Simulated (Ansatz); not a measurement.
A geometry of I away from equilibrium: the start of the relaxation of a generated cell, I placed in the AFLOW prototype A_oP8_62_2c (A_c). Calculation: r2SCAN (plane waves to 500 eV, PAW, scalar-relativistic; Ansatz, a quantum-chemistry and plane-wave program). Γ-centred k-mesh 3×4×4 on the run's cell (coarser than for final values), Fermi–Dirac smearing 0.05 eV.

```xyz
8
Lattice="8.1438 0.0000 0.0000 0.0000 5.7726 0.0000 0.0000 0.0000 5.9731" Properties=species:S:1:pos:R:3 pbc="T T T"
I      3.7787     1.4432     1.7441
I      7.8506     1.4432     1.2424
I      4.3651     4.3295     4.2289
I      0.2932     4.3295     4.7307
I      1.4740     1.4432     3.9303
I      5.5459     1.4432     5.0293
I      6.6697     4.3295     2.0428
I      2.5979     4.3295     0.9437
```

Q: Predict the force on each atom, in eV/Å.

A: 
| atom | Fx | Fy | Fz |
|---|---|---|---|
| I1 | 0.23 | 0.00 | 0.16 |
| I2 | 0.23 | 0.00 | -0.16 |
| I3 | -0.23 | 0.00 | -0.16 |
| I4 | -0.23 | 0.00 | 0.16 |
| I5 | 0.50 | 0.00 | -0.23 |
| I6 | 0.50 | 0.00 | 0.23 |
| I7 | -0.50 | 0.00 | 0.23 |
| I8 | -0.50 | 0.00 | -0.23 |

Q: What is the pressure?

A: +4.5 GPa, compression positive.

No spin polarisation in the result. No dispersion correction is included, so spacings between layers, chains or molecules are soft and tend to come out too large.

The run could not lose the symmetry of its start: the end is stationary, and may be a saddle point rather than a minimum.

The end of the path is a generated cell of I: the first start was made by placing the elements on the sites of a structure type, and the end was not matched to a known phase here, so it may be hypothetical. Known forms of I include space group No. 64.
